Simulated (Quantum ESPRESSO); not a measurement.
# RuAl5NbOs: finding a planted mistake in a log

Computed values, not a measurement. The program is pw.x of Quantum ESPRESSO 7.5 (plane-wave density functional theory). The cell is made up: eight metal atoms on a face-centred cubic lattice, with elements, volume, strain and displacements drawn at random and not relaxed, so it may be unstable or far from any real phase. PseudoDojo standard norm-conserving files set the functional (PBE unless stated); there is no spin polarisation or spin-orbit coupling, the Fermi-Dirac width of 0.25 eV means electrons at about 2900 K, and the masses in the input are unused placeholders. Heavy elements are run without spin-orbit coupling, which real alloys of them have. A spin test at this wide smearing found no moment, but such smearing suppresses magnetism that the real alloy may have.

Intended input:

```
&control calculation='scf', pseudo_dir='./dojo.nc.sr.pbe.v0_5.standard.upf', outdir='./o', disk_io='minimal', tprnfor=.true., tstress=.true. /
&system ibrav=0, nat=8, ntyp=4, nbnd=43, ecutwfc=84.00895049, nosym=.true., tot_charge=0,
 occupations='smearing', smearing='fd', degauss=0.0183746611
/
&electrons conv_thr=1.470e-08, electron_maxstep=70, mixing_beta=0.5 /
ATOMIC_SPECIES
Al 1.0 Al.upf
Nb 1.0 Nb.upf
Os 1.0 Os.upf
Ru 1.0 Ru.upf
CELL_PARAMETERS angstrom
0.0 1.9716 1.9716
-3.9431 0.0 0.0
0.0 -7.8863 7.8863
ATOMIC_POSITIONS angstrom
Ru -0.0862 -0.0583 -0.0387
Al 0.121 -2.0196 2.0676
Al -0.0557 -3.7723 4.0024
Nb -0.0164 -5.9154 5.806
Al -2.0173 -0.0453 1.8917
Al -1.88 -2.05 3.8671
Al -1.9681 -3.8679 5.9683
Os -1.9106 -5.9452 7.8181
K_POINTS automatic
10 7 3 1 1 1
```

The log is shortened where brackets say so; the opening notice, blank lines, dates and the lines on written files are dropped, and the path of the files is cut. It prints rydbergs, bohrs and kilobars, and counts compression as positive stress. Its total energy is the free energy E - TS of the whole cell.

Log of the intended run:

```
     Program PWSCF v.7.5
     Parallel version (MPI & OpenMP), running on       4 processor cores
     Number of MPI processes:                 4
     Threads/MPI process:                     1
     [start-up lines left out]
     bravais-lattice index     =            0
     lattice parameter (alat)  =       5.2691  a.u.
     unit-cell volume          =     827.4781 (a.u.)^3
     number of atoms/cell      =            8
     number of atomic types    =            4
     number of electrons       =        60.00
     number of Kohn-Sham states=           43
     kinetic-energy cutoff     =      84.0090  Ry
     charge density cutoff     =     336.0358  Ry
     scf convergence threshold =      1.5E-08
     mixing beta               =       0.5000
     number of iterations used =            8  plain     mixing
     Exchange-correlation= PBE
                           (   1   4   3   4   0   0   0)
     [axes and pseudopotential details left out]
   Cartesian axes
     site n.     atom                  positions (alat units)
         1        Ru     tau(   1) = (  -0.0309153  -0.0209091  -0.0138796  )
         2        Al     tau(   2) = (   0.0433962  -0.7243218   0.7415368  )
         3        Al     tau(   3) = (  -0.0199766  -1.3529209   1.4354454  )
         4        Nb     tau(   4) = (  -0.0058818  -2.1215355   2.0822996  )
         5        Al     tau(   5) = (  -0.7234969  -0.0162467   0.6784510  )
         6        Al     tau(   6) = (  -0.6742548  -0.7352246   1.3869206  )
         7        Al     tau(   7) = (  -0.7058515  -1.3872075   2.1405079  )
         8        Os     tau(   8) = (  -0.6852294  -2.1322232   2.8039316  )
     number of k points=   105  Fermi-Dirac smearing, width (Ry)=  0.0184
     Number of k-points >= 100: set verbosity='high' to print them.
     Dense  grid:    86107 G-vectors     FFT dimensions: (  32,  45, 125)
     Estimated max dynamical RAM per process >     322.48 MB
     Estimated total dynamical RAM >       1.20 GB
     Initial potential from superposition of free atoms
     starting charge      59.9845, renormalised to      60.0000
     Starting wfcs are   50 randomized atomic wfcs
     total cpu time spent up to now is        7.6 secs
     per-process dynamical memory:   267.6 Mb
     Self-consistent Calculation
     iteration #  1     ecut=    84.01 Ry     beta= 0.50
     Davidson diagonalization with overlap
     ethr =  1.00E-02,  avg # of iterations =  4.5
     total cpu time spent up to now is       28.1 secs
     total energy              =    -551.12517394 Ry
     estimated scf accuracy    <       2.00365428 Ry
     iteration #  2     ecut=    84.01 Ry     beta= 0.50
     Davidson diagonalization with overlap
     ethr =  3.34E-03,  avg # of iterations =  3.4
     total cpu time spent up to now is       48.7 secs
     total energy              =    -549.45194024 Ry
     estimated scf accuracy    <      53.96875127 Ry
     [iterations 3 to 15 left out]
     iteration # 16     ecut=    84.01 Ry     beta= 0.50
     Davidson diagonalization with overlap
     ethr =  3.21E-11,  avg # of iterations =  1.8
     total cpu time spent up to now is      267.8 secs
     total energy              =    -552.34076894 Ry
     estimated scf accuracy    <       0.00000005 Ry
     iteration # 17     ecut=    84.01 Ry     beta= 0.50
     Davidson diagonalization with overlap
     ethr =  3.21E-11,  avg # of iterations =  1.2
     total cpu time spent up to now is      281.6 secs
     End of self-consistent calculation
     [lines on levels left out]
!    total energy              =    -552.34076894 Ry
     estimated scf accuracy    <          4.0E-09 Ry
     smearing contrib. (-TS)   =      -0.08043717 Ry
     internal energy E=F+TS    =    -552.26033177 Ry
     The total energy is F=E-TS. E is the sum of the following terms:
     one-electron contribution =    -658.63022763 Ry
     hartree contribution      =     356.35320190 Ry
     xc contribution           =    -112.59937005 Ry
     ewald contribution        =    -137.38393599 Ry
     convergence has been achieved in  17 iterations
     Forces acting on atoms (cartesian axes, Ry/au):
     atom    1 type  4   force =     0.01561979   -0.01504335    0.01274886
     atom    2 type  1   force =    -0.01920798    0.02317873   -0.04486508
     atom    3 type  1   force =     0.02890884   -0.04054189    0.01740640
     atom    4 type  2   force =     0.01106150   -0.01764723    0.04851501
     atom    5 type  1   force =     0.01398478    0.04024883   -0.03055532
     atom    6 type  1   force =    -0.02057119    0.03316525    0.00648072
     atom    7 type  1   force =    -0.01012318   -0.01057379   -0.02369970
     atom    8 type  3   force =    -0.01967256   -0.01278655    0.01396911
     Total force =     0.122301     Total SCF correction =     0.000254
     Computing stress (Cartesian axis) and pressure
          total   stress  (Ry/bohr**3)                   (kbar)     P=       32.31
   0.00019641  -0.00003484   0.00000833           28.89       -5.12        1.23
  -0.00003484   0.00022469   0.00028360           -5.12       33.05       41.72
   0.00000833   0.00028360   0.00023781            1.23       41.72       34.98
     init_run     :      7.16s CPU      7.46s WALL (       1 calls)
     electrons    :    273.12s CPU    273.93s WALL (       1 calls)
     forces       :      2.78s CPU      2.79s WALL (       1 calls)
     stress       :     10.47s CPU     10.48s WALL (       1 calls)
     [timing details left out]
     PWSCF        :   4m53.75s CPU   4m54.90s WALL
     JOB DONE.
```

A second run was made from an input with one planted mistake. Its log:

```
     Program PWSCF v.7.5
     Parallel version (MPI & OpenMP), running on       4 processor cores
     Number of MPI processes:                 4
     Threads/MPI process:                     1
     [start-up lines left out]
     bravais-lattice index     =            0
     lattice parameter (alat)  =       5.2079  a.u.
     unit-cell volume          =     799.0088 (a.u.)^3
     number of atoms/cell      =            8
     number of atomic types    =            4
     number of electrons       =        60.00
     number of Kohn-Sham states=           43
     kinetic-energy cutoff     =      84.0090  Ry
     charge density cutoff     =     336.0358  Ry
     scf convergence threshold =      1.5E-08
     mixing beta               =       0.5000
     number of iterations used =            8  plain     mixing
     Exchange-correlation= PBE
                           (   1   4   3   4   0   0   0)
     [axes and pseudopotential details left out]
   Cartesian axes
     site n.     atom                  positions (alat units)
         1        Ru     tau(   1) = (  -0.0309157  -0.0209008  -0.0138976  )
         2        Al     tau(   2) = (   0.0433981  -0.7243427   0.7415423  )
         3        Al     tau(   3) = (  -0.0199936  -1.3529264   1.4354772  )
         4        Nb     tau(   4) = (  -0.0058783  -2.1215743   2.0823491  )
         5        Al     tau(   5) = (  -0.7235081  -0.0162562   0.6784771  )
         6        Al     tau(   6) = (  -0.6742679  -0.7352285   1.3869264  )
         7        Al     tau(   7) = (  -0.7058731  -1.3872167   2.1405520  )
         8        Os     tau(   8) = (  -0.6852263  -2.1322425   2.8039703  )
     number of k points=   105  Fermi-Dirac smearing, width (Ry)=  0.0184
     Number of k-points >= 100: set verbosity='high' to print them.
     Dense  grid:    83161 G-vectors     FFT dimensions: (  32,  45, 125)
     Estimated max dynamical RAM per process >     312.30 MB
     Estimated total dynamical RAM >       1.16 GB
     Initial potential from superposition of free atoms
     starting charge      59.9845, renormalised to      60.0000
     Starting wfcs are   50 randomized atomic wfcs
     total cpu time spent up to now is        7.3 secs
     per-process dynamical memory:   258.6 Mb
     Self-consistent Calculation
     iteration #  1     ecut=    84.01 Ry     beta= 0.50
     Davidson diagonalization with overlap
     ethr =  1.00E-02,  avg # of iterations =  4.6
     total cpu time spent up to now is       26.8 secs
     total energy              =    -551.06875248 Ry
     estimated scf accuracy    <       2.06134199 Ry
     iteration #  2     ecut=    84.01 Ry     beta= 0.50
     Davidson diagonalization with overlap
     ethr =  3.44E-03,  avg # of iterations =  3.5
     total cpu time spent up to now is       46.7 secs
     total energy              =    -549.24145436 Ry
     estimated scf accuracy    <      58.24213663 Ry
     [iterations 3 to 15 left out]
     iteration # 16     ecut=    84.01 Ry     beta= 0.50
     Davidson diagonalization with overlap
     ethr =  3.02E-11,  avg # of iterations =  1.8
     total cpu time spent up to now is      274.6 secs
     total energy              =    -552.32869792 Ry
     estimated scf accuracy    <       0.00000005 Ry
     iteration # 17     ecut=    84.01 Ry     beta= 0.50
     Davidson diagonalization with overlap
     ethr =  3.02E-11,  avg # of iterations =  1.1
     total cpu time spent up to now is      289.1 secs
     End of self-consistent calculation
     [lines on levels left out]
!    total energy              =    -552.32869792 Ry
     estimated scf accuracy    <          3.3E-09 Ry
     smearing contrib. (-TS)   =      -0.07755543 Ry
     internal energy E=F+TS    =    -552.25114249 Ry
     The total energy is F=E-TS. E is the sum of the following terms:
     one-electron contribution =    -657.54003091 Ry
     hartree contribution      =     357.09699273 Ry
     xc contribution           =    -112.82430185 Ry
     ewald contribution        =    -138.98380247 Ry
     convergence has been achieved in  17 iterations
     Forces acting on atoms (cartesian axes, Ry/au):
     atom    1 type  4   force =     0.02103342   -0.02092192    0.01821134
     atom    2 type  1   force =    -0.02146438    0.02414143   -0.04860007
     atom    3 type  1   force =     0.03211649   -0.04328838    0.01764050
     atom    4 type  2   force =     0.01391107   -0.01305933    0.04602004
     atom    5 type  1   force =     0.01503025    0.03895684   -0.02793138
     atom    6 type  1   force =    -0.02282252    0.03646122    0.00769813
     atom    7 type  1   force =    -0.01133137   -0.00686103   -0.02911582
     atom    8 type  3   force =    -0.02647295   -0.01542882    0.01607726
     Total force =     0.130267     Total SCF correction =     0.000229
     Computing stress (Cartesian axis) and pressure
          total   stress  (Ry/bohr**3)                   (kbar)     P=       93.88
   0.00062158  -0.00004167   0.00001264           91.44       -6.13        1.86
  -0.00004167   0.00064278   0.00031013           -6.13       94.56       45.62
   0.00001264   0.00031013   0.00065012            1.86       45.62       95.64
     init_run     :      6.84s CPU      7.14s WALL (       1 calls)
     electrons    :    280.97s CPU    281.81s WALL (       1 calls)
     forces       :      2.84s CPU      2.84s WALL (       1 calls)
     stress       :     10.64s CPU     10.64s WALL (       1 calls)
     [timing details left out]
     PWSCF        :   5m 1.44s CPU   5m 2.61s WALL
     JOB DONE.
```

Question: the log repeats what the program read. Compare it with the intended run: what was wrong in the second input?

Answer: the cell and the positions are scaled by a wrong factor. The input lines that differ:

```
- 0.0 1.9716 1.9716
- -3.9431 0.0 0.0
- 0.0 -7.8863 7.8863
+ 0.0 1.9487 1.9487
+ -3.8974 0.0 0.0
+ 0.0 -7.7948 7.7948
- Ru -0.0862 -0.0583 -0.0387
- Al 0.121 -2.0196 2.0676
- Al -0.0557 -3.7723 4.0024
- Nb -0.0164 -5.9154 5.806
- Al -2.0173 -0.0453 1.8917
- Al -1.88 -2.05 3.8671
- Al -1.9681 -3.8679 5.9683
- Os -1.9106 -5.9452 7.8181
+ Ru -0.0852 -0.0576 -0.0383
+ Al 0.1196 -1.9962 2.0436
+ Al -0.0551 -3.7285 3.956
+ Nb -0.0162 -5.8468 5.7387
+ Al -1.9939 -0.0448 1.8698
+ Al -1.8582 -2.0262 3.8222
+ Al -1.9453 -3.823 5.8991
+ Os -1.8884 -5.8762 7.7274
```

```
                                            intended run  run with the mistake
                          free energy (eV)     -7514.979             -7514.815
         entropy term -TS, part of it (eV)        -1.094                -1.055
                            pressure (GPa)          3.23                  9.39
size of the largest force component (eV/Å)         1.247                 1.250
largest change of a force component (eV/Å)                               0.175
                                iterations            17                    17
```

For scale, a rerun of the intended cell at a higher cutoff and on a denser mesh moved values by no more than 0.013 eV in energy, 0.14 GPa in stress and 0.011 eV/Å in force, and a second program with other atomic files agreed on that cell to 2 % rms in force and 0.5 GPa in pressure.